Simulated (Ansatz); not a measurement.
Below is a relaxed structure of KBe₂Br. The cell was found from a structure generator's guess, not taken from experiment.

All numbers below come from DFT PBE, scalar-relativistic, plane waves, PAW in Ansatz 0.2.0. Cutoff 420 eV, Γ-centred mesh, Gaussian smearing, no spin polarisation.

```yaml
crystal:
  lattice:
    - [2.18663, -6.64468, 0.00000]
    - [2.18663, 6.64468, 0.00000]
    - [0.00000, 0.00000, 4.58883]
  atoms:
    - { symbol: K, position: [0.00000, 0.00000, 0.00000] }
    - { symbol: Be, position: [0.00000, 0.50000, 0.00000] }
    - { symbol: Be, position: [0.50000, 0.00000, 0.00000] }
    - { symbol: Br, position: [0.50000, 0.50000, 0.50000] }
```

Energies over the elements count from the elements' standard structures at the same level, with no fitted energy shifts. The references include crystalline Br.

(1) Find its symmetry and describe it.

(2) How far does it lie from the elements in energy?

(3) Is it a metal?

## Answers

(1) Cmmm (No. 65). Conventional cell: a = 4.373 Å, b = 13.289 Å, c = 4.589 Å. K is surrounded by 4 Br at 3.17 Å, 4 Be at 3.50 Å and 4 K at 4.37–4.59 Å; around Be lie 2 Be at 2.19 Å and 2 K at 3.50 Å; Br has 4 K at 3.17 Å.

(2) +0.35 eV/atom. The separate elements lie lower, so it is unstable against them.

(3) Yes, bands cross the Fermi level on the 12×12×10 mesh.

The last run used a 12×12×10 mesh (in the run's order of axes) for its 4-atom cell and Gaussian smearing of 0.10 eV. The reference form of Br is held partly by dispersion forces, which this level lacks. Symmetry constrained the relaxation, so the result can be a saddle point.
